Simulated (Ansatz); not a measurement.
The cell was built from the CsCl type and relaxed in the same program, and has space group Pm-3m; it needn't be a known or the stable phase.

BiAs: DFT, PBE, all-electron PAW with datasets made for the crystal, scalar-relativistic (Ansatz 0.2.0).

Command: `ansatz run input.yaml --threads 1 --pin off --max-ram 2048MiB --backend cpu --events-out ev --progress --plain --runs-dir out` The run took 14 s on 1 thread of Intel(R) Xeon(R) Platinum 8488C (Sapphire Rapids) (shared host), peak memory 0.59 GiB.

```yaml
crystal:
  lattice:
    - [3.6940488986, 0.0, 0.0]
    - [0.0, 3.6940488986, 0.0]
    - [0.0, 0.0, 3.6940488986]
  atoms:
    - { symbol: As, position: [0.0, 0.0, 0.0] }
    - { symbol: Bi, position: [0.5, 0.5, 0.5] }
kpoints:
  mp_grid: { grid: [13, 13, 13] }
  band_path:
    path:
      - [0.0, 0.0, 0.0]
      - [0.0, 0.5, 0.0]
      - [0.5, 0.5, 0.0]
      - [0.0, 0.0, 0.0]
      - [0.5, 0.5, 0.5]
      - [0.0, 0.5, 0.0]
      - [0.5, 0.5, 0.5]
      - [0.5, 0.5, 0.0]
    npoints: 8
scf:
  occupations: { method: fermi_dirac, width: 0.05 }
hamiltonian:
  xc: pbe
  pseudopotentials: { kind: all_electron, datasets: crystal }
output:
  forces: true
  stress: true
  eigenvalues: true
  efg: { contact_densities: true }
```

Output:

```
hamiltonian.pseudopotentials.datasets: crystal makes datasets for this crystal and solves the spheres of its atoms anew in each pass: cutoff 260.0 eV, the density's 1040.0 eV; for an error of 0.50 meV an atom under PBE, 1.0 meV for the cell; an energy difference from a run of another recipe may be off by several times the error for the cell, under r2SCAN by more, where some 0.1 meV an atom stays at smaller errors; As in spheres of 1.376 Å, 5 of its electrons in bands, 10 on its site; Bi in spheres of 1.376 Å, 15 of its electrons in bands; only band paths and densities of states list, in semicore columns, the levels of the semicore shells that are solved separately: 3d of As
Bi: output.efg is read without spin–orbit coupling, which moves field gradients at and beside such atoms by some per cent and up to a factor of two; PAW files take it under magnetization.noncollinear and magnetization.spin_orbit
Engine: ansatz 0.2.0
Pseudopotentials: kind: all_electron
Pseudopotential: As, paw, valence charge 15, recommended cutoff 260 eV (normal), Koelling and Harmon's equation, gaussian nucleus
Pseudopotential: Bi, paw, valence charge 15, recommended cutoff 260 eV (normal), Koelling and Harmon's equation, gaussian nucleus
Functional definition: PBE
  parameter kappa = 0.804
  parameter beta = 0.06672455060314922
  exchange = pbe_x(kappa = kappa, mu = beta*pi^2/3)
  correlation = pbe_c(beta = beta)
Crystal: 2 atoms, lattice volume = 50.409 Å³
Basis set: ecut = 260 eV, 461 PW (Γ), exchange–correlation on 40×40×40 points (8 copies of the dense FFT grid, shifted against one another)
Bands: 14, of which v1, the nominal top of the filled ones, is band 10 counted from 1 (9 counted from 0)
Symmetry: 48 space group operations
Space group: Pm-3m (ITA 221), of the structure as read, at distance tolerance 3.7e-5 Å
k-points: 84 of 2197
Non-local potential: As, projectors of the file, l = 0: 1, l = 1: 1
Non-local potential: Bi, projectors of the file, l = 0: 1, l = 1: 1, l = 2: 2
PAW form: soft (Blöchl's): semilocal exchange-correlation on the pseudo side does not see the compensation charge
PAW one-centre angular grid: As, 110 points (default); XC on its mesh's 1909 points in the sphere
PAW one-centre angular grid: Bi, 590 points (default); XC on its mesh's 1809 points in the sphere
Initial density: superposition of atomic densities (neutral atoms: chi_scale 0, normalization atom)
Initial wavefunctions: pseudopotential atomic-orbital guess
Functional: x = pbe(κ = 0.804, μ = 0.2195149727645171), c = pbe(β = 0.06672455060314922)
iter 1 solved again at ethr=2.74e-3 eV; its pass at ethr=1.00e-1 eV (dr2=5.48e-1 eV) is discarded
SCF iter   1: F=—  HF=-647229.547130 eV  |F-HF|=—  |Δ(HF+E_count)|=         —  Δρ=2.13e-2  dr2=5.69e-1  ethr=2.74e-3  ⟨swp⟩=3.9  Hψ=6265  notcnv=0
preconditioner: auto → none  [metal: Δε(μ)=0.055 eV  Ē_g=17.668 eV  σ=0.050 eV  W_gap=0.26  n_scr=6 (ndim 8)  ℏωp=23.4 eV  f_vac=0.000  D(μ)=0.96/eV (n_scr^D=6)  sad-step TF]
SCF iter   2: F=—  HF=-647229.441172 eV  |F-HF|=—  |Δ(HF+E_count)|=   1.06e-1  Δρ=1.10e-2  dr2=1.41e-1  ethr=2.74e-3  ⟨swp⟩=2.1  Hψ=2357  notcnv=0  defer=1
iter 3 solved again at ethr=3.55e-5 eV; its pass at ethr=7.07e-4 eV (dr2=7.09e-3 eV) is discarded
SCF iter   3: F=—  HF=-647229.404606 eV  |F-HF|=—  |Δ(HF+E_count)|=   3.66e-2  Δρ=2.87e-3  dr2=7.31e-3  ethr=3.55e-5  ⟨swp⟩=2.0  Hψ=5372  notcnv=0
SCF iter   4: F=—  HF=-647229.402549 eV  |F-HF|=—  |Δ(HF+E_count)|=   2.06e-3  Δρ=1.01e-3  dr2=1.43e-3  ethr=3.55e-5  ⟨swp⟩=3.0  Hψ=2586  notcnv=0
SCF iter   5: F=—  HF=-647229.403348 eV  |F-HF|=—  |Δ(HF+E_count)|=   7.99e-4  Δρ=1.46e-4  dr2=8.09e-6  ethr=7.13e-6  ⟨swp⟩=2.7  Hψ=2724  notcnv=0
SCF iter   6: F=—  HF=-647229.403353 eV  |F-HF|=—  |Δ(HF+E_count)|=   4.54e-6  Δρ=5.40e-5  dr2=1.18e-6  ethr=4.05e-8  ⟨swp⟩=3.1  Hψ=2876  notcnv=0
SCF iter   7: F=—  HF=-647229.403353 eV  |F-HF|=—  |Δ(HF+E_count)|=   7.86e-7  Δρ=1.31e-5  dr2=1.27e-7  ethr=5.91e-9  ⟨swp⟩=3.0  Hψ=2304  notcnv=0
SCF iter   8: F=-647229.403353 eV  HF=-647229.403353 eV  |F-HF|=8.15e-10  |Δ(HF+E_count)|=   2.42e-8  Δρ=2.08e-6  dr2=1.59e-9  ethr=6.33e-10  ⟨swp⟩=3.0  Hψ=2689  notcnv=0
SCF 1 converged in 8 iterations: F = -647229.403354 eV  dr2 = 1.59e-9
  Residual-converged pass: ⟨swp⟩=3.0  Hψ=1851  notcnv=0  max |occ|·‖R‖ = 5.2e-6 eV (tolerance 5.3e-6 eV)  dr2=1.67e-9  dr2_onsite=9.02e-9  max |Δocc| = 1.0e-10
  greatest PAW one-centre occupation: 0.987 electrons in one spin orbital (limit 2), on the Bi atom at site 1 (counted from 0), in its partial waves of l = 2
NSCF: frozen V_eff on 57 k-points
SCF converged after 8 iterations
Free energy (F): -647229.403354 eV
Harris-Foulkes:  -647229.403354 eV  (|F-HF|=8.15e-10)
Internal energy: -647229.393769 eV  (E = F + TS)
E sigma→0 (E₀):  -647229.398561 eV
Entropy (-TS):   -0.009584 eV (-4.792 meV/atom)
Past the cutoff: the bands carry plane waves up to 1.75 times it, of which those up to 1.5 times it add -0.000193 eV an atom, each by itself; the spheres take 0.000338 eV an atom off the energy for waves past 1.75 times it
By the cutoff:   a pressure is off by up to 0.007 GPa (1.2 times the spheres' own share and the shells' term, over an atom's volume, and 0.004 GPa: a bound that held against runs at twice the plane waves)
Past the cutoffs: a stress includes 0.0010 GPa for waves and charges beyond them, in addition to the slope of what the spheres take
In the spheres:  the bands' charges fall short by 4.1e-7 e at most (sound up to 1e-3), those of shells solved beside the bands by 4.0e-8 e (sound up to 5e-4)
Fermi energy:    14.628443 eV
--- Per-component energies (eV) ---
  The terms above E_closure are by the made datasets' own strengths, without shells solved beside the bands.
--- Forces (eV/Å), atoms counted from 1 ---
  atom   1  As    -0.00000000    -0.00000000    -0.00000000
  atom   2  Bi     0.00000000    -0.00000000     0.00000000
  max |Σ_I F_I| component: 6.48e-30 eV/Å
--- Stress (GPa, compression-positive) ---
        0.029528       0.000000       0.000000
       -0.000000       0.029528       0.000000
        0.000000       0.000000       0.029528
  P = ⅓ Tr σ = 0.0295 GPa (0.295 kbar)
  It holds what live shells' own plane waves past their cutoff add
--- PAW observables at the nuclei: V_zz in 10²¹ V/m², potentials from the cell's mean, atoms counted from 1 ---
  atom   1  As V_zz =    -0.000000   η = 0.0000   by run symmetry: forbidden
            electrostatic potential = -4519.210620 V   contact ρ = 235597.559358 e/Å³
  atom   2  Bi V_zz =    +0.000000   η = 0.0000   by run symmetry: forbidden
            electrostatic potential = -17831.547879 V   contact ρ = 17894041.300846 e/Å³
--- Band table (eV; the first three rows and the last of 84) ---
  k-point 0: bands = ["-8.5472", "-8.5472", "-8.4525", "-8.4525", "-8.4525", "0.7021", "7.0576", "12.7557", "12.7557", "12.7557", "18.5226", "18.5226", "20.1583", "20.1583"]
  k-point 1: bands = ["-8.5470", "-8.5425", "-8.4540", "-8.4540", "-8.4524", "0.7641", "6.9253", "12.6693", "12.8237", "12.8237", "18.5749", "18.8325", "19.8215", "19.9703"]
  k-point 2: bands = ["-8.5464", "-8.5297", "-8.4581", "-8.4581", "-8.4520", "0.9498", "6.5382", "12.5303", "13.0258", "13.0258", "18.5771", "18.7313", "19.4471", "19.4471"]
  k-point 83: bands = ["-8.5061", "-8.5059", "-8.5059", "-8.4194", "-8.4194", "5.0989", "5.1940", "11.3999", "11.7348", "11.7348", "12.6097", "12.6097", "13.1191", "28.8070"]
  guard bands above this table: 0 of the run's 14 bands, where the rule asks 2: the bands that hold charge and the lowest empty level above them stay in the table. A level can be missing at the table's top as with no guard band: raise scf.n_extra_bands
```
